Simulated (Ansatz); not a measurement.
ZrO2 in space group Pbca (No. 61; Zr on 8c, O on 8c, O on 8c), DFT-r²SCAN in the program Ansatz with PAW potentials, all energies at zero smearing, with the estimated change up to a 700 eV cutoff added, with one set of potentials and settings (totals compare only within such a set). Cell of 24 atoms (8 Zr, 16 O): -42705.838 eV.

```
element                            reference phase  E (eV/atom)
-------  -----------------------------------------  -----------
Zr                   P6_3/mmc, 2 atoms in the cell   -4195.0547
O        C2/m, 4 atoms in the cell, spin-polarised    -566.0346
```

Formation energy per atom, worked out: (-42705.838 − 8×(-4195.0547) − 16×(-566.0346))/24 = -3.702 eV/atom (-357 kJ per mol of atoms), at 0 K, without zero-point energy or fitted corrections.

The workflow started from a Materials Project entry (that database holds measured and hypothetical structures alike); the Crystallography Open Database copy checked does not list it. It is not the phase usual at ambient conditions (space group No. 14). Symmetry was held in the r²SCAN relaxation; whether a distortion lowers the energy is not shown. The run is not spin-polarised. The references are the lowest solids computed at this level, not always the standard phases (solids in place of the gases).

Potentials: the earlier of the program's two PAW sets. The files were generated under PBE; for other functionals the program regenerates the frozen cores, and for LDA and PBEsol the local potential too.
